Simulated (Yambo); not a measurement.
BSE-type run in Yambo on KLuO2 (space group R-3m, No. 166) under isotropic strain of +2 % on all lattice vectors, at zero momentum.

Quantum ESPRESSO step (PBEsol, PseudoDojo standard norm-conserving files, scalar-relativistic):
```
&CONTROL
  calculation = 'nscf'
  pseudo_dir = './pseudo'
  outdir = './out'
/
&SYSTEM
  ibrav = 0
  nat = 4
  ntyp = 3
  ecutwfc = 100.0
  ecutrho = 400.0
  occupations = 'fixed'
  force_symmorphic = .true.
  nbnd = 49
/
&ELECTRONS
  conv_thr = 4e-09
  diago_full_acc = .true.
  diago_thr_init = 1e-08
/
ATOMIC_SPECIES
O 15.9990 O.upf
K 39.0983 K.upf
Lu 174.9668 Lu.upf
CELL_PARAMETERS angstrom
  1.710649399198   0.987643891116   6.254879548598
 -1.710649399198   0.987643891116   6.254879548598
  0.000000000000  -1.975287782232   6.254879548598
ATOMIC_POSITIONS crystal
O   0.226690932500   0.226690932500   0.226690932500
O   0.773309067500   0.773309067500   0.773309067500
K  -0.000000000000   0.000000000000   0.000000000000
Lu   0.500000000000   0.500000000000   0.500000000000
K_POINTS automatic
6 6 6 0 0 0
```

Yambo input:
```
rim_cut
optics
bse
bss
dipoles
em1s
RandQpts= 1000000
RandGvec= 1 Ry
FFTGvecs= 40 Ry
Chimod= "HARTREE"
BSKmod= "SEX"
BSEmod= "resonant"
BSSmod= "hs"
BSENGexx= 15 Ry
BSENGBlk= 4 Ry
% KfnQP_E
 0.862 | 1.0 | 1.0 |
%
% BSEQptR
 1 | 1 |
%
% BSEBands
 12 | 25 |
%
% BEnRange
 0.0 | 9.2 | eV
%
% BDmRange
 0.15 | 0.15 | eV
%
BEnSteps= 184
% BLongDir
 1.0 | 0.0 | 0.0 |
%
BSHayTrs= -0.02
BSSNEig= 24
WRbsWF
% BndsRnXs
 2 | 44 |
%
NGsBlkXs= 4 Ry
% LongDrXs
 1.0 | 1.0 | 1.0 |
%
```

From the report:

The dimension is k points × valence × conduction bands = 216 × 12 × 2 = 5184.
```
   [SLEPC] Approach                          : Krylov-Schur
   [SLEPC] Number of requested eigenvalues   :  24
   [SLEPC] Number of eigenvalues        [NEV]:  24
    [K] Dimension                                    :   5184
    [K] Bands                                        :  12  25
    [K] Exchange res                                 : yes
    [K] Correlation res                              : yes
    [K] W interaction is bare                        : no
    [K] RL vectors exchange                          :   417
    [K] RL vectors correlation                       :   61
    [W] Matrix size                                  :   61
    [W] Bands                                        :    2   44
    [W] Coulomb Cutoff                               : none
    [W] Hxc Kernel                                   : HARTREE
```

Geometry strained from the cell relaxed with PBEsol, atoms relaxed again.

The structure is a Materials Project entry; no match was found in the copy of COD used, and its stability was not checked.
